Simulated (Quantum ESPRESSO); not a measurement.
## Y3Ta3SnMg (one composition in several site orders)

A calculation, not a measurement. The program is pw.x of Quantum ESPRESSO 7.5 (plane-wave density functional theory). The cell is made up: eight metal atoms on a hexagonal close-packed lattice, with elements, volume, strain and displacements drawn at random and not relaxed, so it may be unstable or far from any real phase. PseudoDojo standard norm-conserving files set the functional (PBE unless stated); there is no spin polarisation or spin-orbit coupling, the Fermi-Dirac width of 0.25 eV means electrons at about 2900 K, and the masses in the input are unused placeholders. The tin pseudopotential is less sure than most, with forces differing by about three percent from a second method on plain tin. Heavy elements are run without spin-orbit coupling, which real alloys of them have. A spin test at this wide smearing found no moment, but such smearing suppresses magnetism that the real alloy may have.

The runs put one composition on the sites in different orders. Cell, positions, cutoff, mesh and smearing stay as in the input of run 1; sites are counted in its order. Stress in the tables is positive in tension.

Input of run 1:

```
&control calculation='scf', pseudo_dir='./dojo.nc.sr.pbe.v0_5.standard.upf', outdir='./o', disk_io='minimal', tprnfor=.true., tstress=.true. /
&system ibrav=0, nat=8, ntyp=4, nbnd=64, ecutwfc=84.00895049, nosym=.true., tot_charge=0,
 occupations='smearing', smearing='fd', degauss=0.0183746611
/
&electrons conv_thr=1.470e-08, electron_maxstep=70, mixing_beta=0.5 /
ATOMIC_SPECIES
Mg 1.0 Mg.upf
Sn 1.0 Sn.upf
Ta 1.0 Ta.upf
Y 1.0 Y.upf
CELL_PARAMETERS angstrom
0.0341 -0.0068 5.3399
6.3803 -0.007 0.041
-3.1962 5.5147 -0.0275
ATOMIC_POSITIONS angstrom
Y -0.0483 -0.0204 0.0292
Ta -1.4851 2.7986 -0.0041
Sn 3.3911 0.1194 -0.0025
Y 1.5628 2.7969 -0.0405
Y -0.0317 1.9042 2.7542
Ta -1.5635 4.448 2.6642
Mg 3.2686 1.7793 2.7704
Ta 1.5902 4.5831 2.6213
K_POINTS automatic
5 4 4 1 1 1
```

| run | elements on sites 1 to 8 | free energy less that of run 1 (eV) | -TS (eV) | pressure (GPa) | stress xx (GPa) | stress yy (GPa) | stress zz (GPa) | stress yz (GPa) | stress xz (GPa) | stress xy (GPa) | iterations |
| --- | --- | --- | --- | --- | --- | --- | --- | --- | --- | --- | --- |
| 1 | Y Ta Sn Y Y Ta Mg Ta | 0.000 | -1.829 | 0.29 | -0.92 | -2.27 | 2.32 | -0.32 | 0.32 | -0.16 | 17 |
| 2 | Y Y Y Ta Mg Ta Ta Sn | 0.195 | -1.740 | -0.77 | -0.40 | -0.02 | 2.74 | 0.41 | 0.23 | 1.19 | 17 |
| 3 | Ta Y Sn Ta Y Y Ta Mg | 0.560 | -1.893 | -0.18 | -0.01 | -0.90 | 1.46 | 0.21 | -0.19 | 0.91 | 17 |
| 4 | Ta Y Sn Y Ta Ta Y Mg | -0.275 | -1.857 | 0.00 | -1.66 | -0.17 | 1.85 | -0.36 | 0.51 | -2.03 | 18 |
| 5 | Y Mg Ta Sn Ta Y Ta Y | -0.104 | -1.757 | -0.33 | 0.02 | -2.01 | 2.97 | -0.13 | 0.37 | 0.45 | 17 |
| 6 | Ta Sn Y Ta Y Ta Mg Y | 0.244 | -1.963 | 0.47 | -1.00 | -1.10 | 0.68 | 0.07 | 0.40 | 0.95 | 16 |

Forces Fx Fy Fz (eV/Å):

```
site             run 1             run 2             run 3              run 4              run 5             run 6
   1  1.37 -0.48 -0.05  1.53 -0.19 -0.22   0.67 0.21 -0.08    1.32 0.68 -0.23    1.30 0.86 -0.20  1.78 -0.49 -0.16
   2   -0.70 1.10 0.31   -0.77 0.80 0.28   -1.07 0.01 0.38     0.09 0.60 0.38   -0.11 -0.23 0.14   -0.52 0.87 0.37
   3  -1.28 -0.24 0.10  -1.92 -0.63 0.21  -0.96 -0.31 0.12   -1.02 -0.73 0.34   -1.35 0.32 -0.12  -2.01 -0.56 0.15
   4    0.75 0.45 0.42  1.19 -0.40 -0.06  1.57 -0.31 -0.02   -0.22 -0.33 0.40    0.03 -0.72 0.11    0.85 0.26 0.21
   5  0.07 -0.60 -0.56  0.72 -0.35 -0.36  1.30 -1.71 -0.49   0.11 -0.80 -0.40  -0.22 -0.89 -0.14  0.84 -1.25 -0.45
   6  -0.15 -0.17 0.03   -0.11 0.42 0.08   -0.78 1.84 0.01    -0.15 0.76 0.14     0.43 1.20 0.01   -1.30 1.26 0.08
   7  -0.21 0.17 -0.38  -0.90 0.99 -0.25   -1.28 0.40 0.00  -0.48 -0.10 -0.72   0.14 -0.45 -0.05  -0.86 0.55 -0.32
   8   0.16 -0.23 0.14   0.26 -0.63 0.32   0.55 -0.13 0.08    0.35 -0.07 0.10   -0.22 -0.09 0.25   1.20 -0.64 0.13
```

The sites are displaced and not relaxed, so the energy differences mix bonding between neighbours with strain and are not ordering energies. A rerun of one cell of this series at a higher cutoff and on a denser mesh moved values by no more than 0.007 eV in energy, 0.03 GPa in stress and 0.005 eV/Å in force, and a second program with other atomic files agreed on that cell to 2 % rms in force and 0.5 GPa in pressure.